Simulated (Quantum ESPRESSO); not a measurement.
Pd5TaTiIr, input and log of a self-consistent run

Computed values, not a measurement. The program is pw.x of Quantum ESPRESSO 7.5 (plane-wave density functional theory). The cell is made up: eight metal atoms on a face-centred cubic lattice, with elements, volume, strain and displacements drawn at random and not relaxed, so it may be unstable or far from any real phase. PseudoDojo standard norm-conserving files set the functional (PBE unless stated); there is no spin polarisation or spin-orbit coupling, the Fermi-Dirac width of 0.25 eV means electrons at about 2900 K, and the masses in the input are unused placeholders. Heavy elements are run without spin-orbit coupling, which real alloys of them have. A spin test at this wide smearing found no moment, but such smearing suppresses magnetism that the real alloy may have.

Input:

```
&control calculation='scf', pseudo_dir='./dojo.nc.sr.pbe.v0_5.standard.upf', outdir='./o', disk_io='minimal', tprnfor=.true., tstress=.true. /
&system ibrav=0, nat=8, ntyp=4, nbnd=84, ecutwfc=84.00895049, nosym=.true., tot_charge=0,
 occupations='smearing', smearing='fd', degauss=0.0183746611
/
&electrons conv_thr=1.470e-08, electron_maxstep=70, mixing_beta=0.5 /
ATOMIC_SPECIES
Ir 1.0 Ir.upf
Pd 1.0 Pd.upf
Ta 1.0 Ta.upf
Ti 1.0 Ti.upf
CELL_PARAMETERS angstrom
0.0 3.9952 0.0
-3.9952 0.0 -3.9952
-3.9952 0.0 3.9952
ATOMIC_POSITIONS angstrom
Pd -0.0544 -0.0666 -0.1183
Ta -1.9772 -0.073 1.9457
Ti -2.0105 0.0424 -1.8903
Pd -3.9038 -0.0401 0.0318
Ir -1.885 1.9962 0.0009
Pd -4.0181 1.9521 2.0439
Pd -4.0189 1.8979 -2.1578
Pd -5.8826 2.0303 0.0823
K_POINTS automatic
6 4 4 1 1 1
```

The log is shortened where brackets say so; the opening notice, blank lines, dates and the lines on written files are dropped, and the path of the files is cut. It prints rydbergs, bohrs and kilobars, and counts compression as positive stress. Its total energy is the free energy E - TS of the whole cell.

```
     Program PWSCF v.7.5
     Parallel version (MPI & OpenMP), running on       4 processor cores
     Number of MPI processes:                 4
     Threads/MPI process:                     1
     [start-up lines left out]
     bravais-lattice index     =            0
     lattice parameter (alat)  =       7.5498  a.u.
     unit-cell volume          =     860.6809 (a.u.)^3
     number of atoms/cell      =            8
     number of atomic types    =            4
     number of electrons       =       132.00
     number of Kohn-Sham states=           84
     kinetic-energy cutoff     =      84.0090  Ry
     charge density cutoff     =     336.0358  Ry
     scf convergence threshold =      1.5E-08
     mixing beta               =       0.5000
     number of iterations used =            8  plain     mixing
     Exchange-correlation= PBE
                           (   1   4   3   4   0   0   0)
     [axes and pseudopotential details left out]
   Cartesian axes
     site n.     atom                  positions (alat units)
         1        Pd     tau(   1) = (  -0.0136163  -0.0166700  -0.0296105  )
         2        Ta     tau(   2) = (  -0.4948939  -0.0182719   0.4870094  )
         3        Ti     tau(   3) = (  -0.5032289   0.0106127  -0.4731428  )
         4        Pd     tau(   4) = (  -0.9771225  -0.0100370   0.0079596  )
         5        Ir     tau(   5) = (  -0.4718162   0.4996496   0.0002253  )
         6        Pd     tau(   6) = (  -1.0057319   0.4886113   0.5115889  )
         7        Pd     tau(   7) = (  -1.0059321   0.4750451  -0.5400981  )
         8        Pd     tau(   8) = (  -1.4724169   0.5081848   0.0205997  )
     number of k points=    48  Fermi-Dirac smearing, width (Ry)=  0.0184
                       cart. coord. in units 2pi/alat
        k(    1) = (  -0.1250000   0.0833333   0.0000000), wk =   0.0416667
        k(    2) = (  -0.2500000   0.0833333   0.1250000), wk =   0.0416667
     [further k points left out]
     Dense  grid:    89449 G-vectors     FFT dimensions: (  45,  64,  64)
     Estimated max dynamical RAM per process >     346.90 MB
     Estimated total dynamical RAM >       1.29 GB
     Initial potential from superposition of free atoms
     starting charge     131.9965, renormalised to     132.0000
     Starting wfcs are   75 randomized atomic wfcs +    9 random wfcs
     total cpu time spent up to now is        7.2 secs
     per-process dynamical memory:   259.8 Mb
     Self-consistent Calculation
     iteration #  1     ecut=    84.01 Ry     beta= 0.50
     Davidson diagonalization with overlap
     ethr =  1.00E-02,  avg # of iterations =  3.6
     total cpu time spent up to now is       27.3 secs
     total energy              =   -1823.21593529 Ry
     estimated scf accuracy    <      18.08527677 Ry
     iteration #  2     ecut=    84.01 Ry     beta= 0.50
     Davidson diagonalization with overlap
     ethr =  1.00E-02,  avg # of iterations =  3.0
     total cpu time spent up to now is       48.6 secs
     total energy              =   -1830.09910703 Ry
     estimated scf accuracy    <      59.48918198 Ry
     iteration #  3     ecut=    84.01 Ry     beta= 0.50
     Davidson diagonalization with overlap
     ethr =  1.00E-02,  avg # of iterations =  2.0
     total cpu time spent up to now is       67.1 secs
     total energy              =   -1834.94203642 Ry
     estimated scf accuracy    <      11.54712096 Ry
     iteration #  4     ecut=    84.01 Ry     beta= 0.50
     Davidson diagonalization with overlap
     ethr =  8.75E-03,  avg # of iterations =  1.3
     total cpu time spent up to now is       85.1 secs
     total energy              =   -1835.20589632 Ry
     estimated scf accuracy    <       4.25886476 Ry
     iteration #  5     ecut=    84.01 Ry     beta= 0.50
     Davidson diagonalization with overlap
     ethr =  3.23E-03,  avg # of iterations =  4.8
     total cpu time spent up to now is      105.0 secs
     total energy              =   -1834.63275891 Ry
     estimated scf accuracy    <       3.50081369 Ry
     [iterations 6 to 18 left out]
     iteration # 19     ecut=    84.01 Ry     beta= 0.50
     Davidson diagonalization with overlap
     ethr =  7.20E-10,  avg # of iterations =  2.1
     total cpu time spent up to now is      328.1 secs
     total energy              =   -1834.45233473 Ry
     estimated scf accuracy    <       0.00000065 Ry
     iteration # 20     ecut=    84.01 Ry     beta= 0.50
     Davidson diagonalization with overlap
     ethr =  4.93E-10,  avg # of iterations =  1.4
     total cpu time spent up to now is      342.9 secs
     total energy              =   -1834.45233478 Ry
     estimated scf accuracy    <       0.00000014 Ry
     iteration # 21     ecut=    84.01 Ry     beta= 0.50
     Davidson diagonalization with overlap
     ethr =  1.05E-10,  avg # of iterations =  2.0
     total cpu time spent up to now is      359.0 secs
     total energy              =   -1834.45233479 Ry
     estimated scf accuracy    <       0.00000020 Ry
     iteration # 22     ecut=    84.01 Ry     beta= 0.50
     Davidson diagonalization with overlap
     ethr =  1.05E-10,  avg # of iterations =  2.0
     total cpu time spent up to now is      375.2 secs
     total energy              =   -1834.45233480 Ry
     estimated scf accuracy    <       0.00000012 Ry
     iteration # 23     ecut=    84.01 Ry     beta= 0.50
     Davidson diagonalization with overlap
     ethr =  9.46E-11,  avg # of iterations =  1.0
     total cpu time spent up to now is      389.8 secs
     End of self-consistent calculation
     [lines on levels left out]
!    total energy              =   -1834.45233481 Ry
     estimated scf accuracy    <          2.2E-10 Ry
     smearing contrib. (-TS)   =      -0.07357993 Ry
     internal energy E=F+TS    =   -1834.37875488 Ry
     The total energy is F=E-TS. E is the sum of the following terms:
     one-electron contribution =    -558.68624715 Ry
     hartree contribution      =     357.97080831 Ry
     xc contribution           =    -302.21809795 Ry
     ewald contribution        =   -1331.44521809 Ry
     convergence has been achieved in  23 iterations
     Forces acting on atoms (cartesian axes, Ry/au):
     atom    1 type  2   force =     0.03796713    0.01604640    0.02081813
     atom    2 type  3   force =     0.00230400    0.00922133   -0.01073225
     atom    3 type  4   force =    -0.00227513   -0.01559636   -0.00360714
     atom    4 type  2   force =    -0.00909974    0.00732350   -0.01517752
     atom    5 type  1   force =    -0.07183360   -0.01484627    0.00124162
     atom    6 type  2   force =     0.03665074   -0.00177795   -0.02103452
     atom    7 type  2   force =     0.02572732    0.01068732    0.06147040
     atom    8 type  2   force =    -0.01944072   -0.01105796   -0.03297872
     Total force =     0.127591     Total SCF correction =     0.000080
     Computing stress (Cartesian axis) and pressure
          total   stress  (Ry/bohr**3)                   (kbar)     P=      -51.17
  -0.00013117   0.00004366   0.00008442          -19.30        6.42       12.42
   0.00004366  -0.00048663   0.00002403            6.42      -71.59        3.53
   0.00008442   0.00002403  -0.00042580           12.42        3.53      -62.64
     init_run     :      6.32s CPU      6.63s WALL (       1 calls)
     electrons    :    374.74s CPU    382.60s WALL (       1 calls)
     forces       :      2.89s CPU      2.91s WALL (       1 calls)
     stress       :     11.19s CPU     11.20s WALL (       1 calls)
     [timing details left out]
     PWSCF        :   6m35.75s CPU   6m43.97s WALL
     JOB DONE.
```

In other units: free energy -24958.996 eV for the cell, pressure -5.12 GPa, largest force component 1.847 eV/Å in size. The run took 406 s of wall time with four MPI processes on a shared machine (Intel Xeon, 2023 or later, virtual cores), so the time is rough. A rerun of this cell at a higher cutoff and on a denser mesh moved values by no more than 0.007 eV in energy, 0.04 GPa in stress and 0.007 eV/Å in force, and a second program with other atomic files agreed on that cell to 2 % rms in force and 0.5 GPa in pressure.